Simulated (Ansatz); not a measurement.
An Ansatz (a first-principles code) input:

Ansatz 0.2 input:
```yaml
crystal:
  lattice:
    - [5.70460658, 0.0, 0.0]
    - [0.0, 5.70460658, 0.0]
    - [0.0, 0.0, 5.70460658]
  atoms:
    - { symbol: Zn, position: [0.0, 0.0, 0.0] }
    - { symbol: Cd, position: [0.0, 0.5, 0.5] }
    - { symbol: Cd, position: [0.5, 0.0, 0.5] }
    - { symbol: Cd, position: [0.5, 0.5, 0.0] }
    - { symbol: S, position: [0.7631669277, 0.7631669277, 0.2368330723] }
    - { symbol: S, position: [0.7631669277, 0.2368330723, 0.7631669277] }
    - { symbol: S, position: [0.2368330723, 0.2368330723, 0.2368330723] }
    - { symbol: S, position: [0.2368330723, 0.7631669277, 0.7631669277] }
kpoints:
  mp_grid: { grid: [4, 4, 4] }
  band_path:
    path:
      - [[0.0, 0.0, 0.0], [0.0, 0.5, 0.0], [0.5, 0.5, 0.0], [0.0, 0.0, 0.0], [0.5, 0.5, 0.5], [0.0, 0.5, 0.0]]  # Γ-X-M-Γ-R-X
      - [[0.5, 0.5, 0.5], [0.5, 0.5, 0.0]]  # R-M
      - [VBM, CBM]
    npoints: 12
basis: { xc_grid: 2 }
hamiltonian:
  xc: pbesol
  pseudopotentials: { kind: paw }
magnetization: { noncollinear: true, spin_orbit: true }
scf:
  n_extra_bands: 16
  convergence: { dr2_threshold: 0.0000000001 }
  occupations: { method: gaussian, width: 0.01 }
checkpoint: { write: soc.run }
output: { eigenvalues: true }
```

Task: How many symmetry operations and irreducible k-points will the run report?

Result: 24 operations, 10 of 64 k-points.

Task: With a cutoff of 420 eV, how many plane waves at Γ?

Result: 3695.

It took very roughly 13 core-minutes on shared server cores.

Space group P-43m. The first step of the workflow began from a Materials Project structure, measured or hypothetical; the Crystallography Open Database copy checked does not list it. With Zn and Cd taken as one species the cell has the higher symmetry F-43m, so it may be an ordered model of a mixed-site phase. Its standing as an ambient phase is unchecked. The cell was relaxed with PBEsol under the symmetry of its start; of distortions, only those at the zone centre were tested.

Potentials: the later of the program's two PAW sets.

Ansatz is a plane-wave DFT program.
